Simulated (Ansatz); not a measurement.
A distorted cell of La (dhcp type, space group P6_3/mmc):

```
CELL_PARAMETERS angstrom
      3.78558     0.00000     0.00000
     -1.89279     3.27841     0.00000
      0.00000     0.00000    12.03275
ATOMIC_POSITIONS crystal
  La 0.00000 0.00000 0.00000
  La 0.00000 0.00000 0.50000
  La 0.11531 0.50706 0.25000
  La 0.66667 0.33333 0.75000
```

Level of theory: r2SCAN (plane waves to 500 eV, PAW, scalar-relativistic; Ansatz, a program for electronic structure). k mesh 11×11×3 (Γ-centred), Fermi-Dirac smearing 0.05 eV. Energies are smeared free energies. Stress and pressure are positive under compression. With partly filled bands, energies and forces of such displacements shift with the k mesh and the smearing. La is run without spin polarisation. La was relaxed with its symmetry unable to fall.

What forces act on the atoms (eV/Å, Cartesian)?


| atom | Fx | Fy | Fz |
|---|---|---|---|
| La1 | -0.066 | -0.097 | -0.021 |
| La2 | -0.066 | -0.097 | 0.021 |
| La3 | 0.179 | 0.225 | 0.000 |
| La4 | -0.047 | -0.031 | 0.000 |

What is the stress tensor (GPa)?


```
   -0.6     -0.3      0.0
   -0.3      0.3      0.0
    0.0      0.0      0.1
```
The pressure, a third of the trace, is -0.1 GPa.

In it atom 3 sits (-0.523, -0.523, 0.000) Å away from its relaxed site. What is its energy relative to the relaxed cell?

113 meV/cell.

(For displaced atoms, the force is minus the slope of the energy, and its curvature is a force constant, which sets phonon frequencies.)
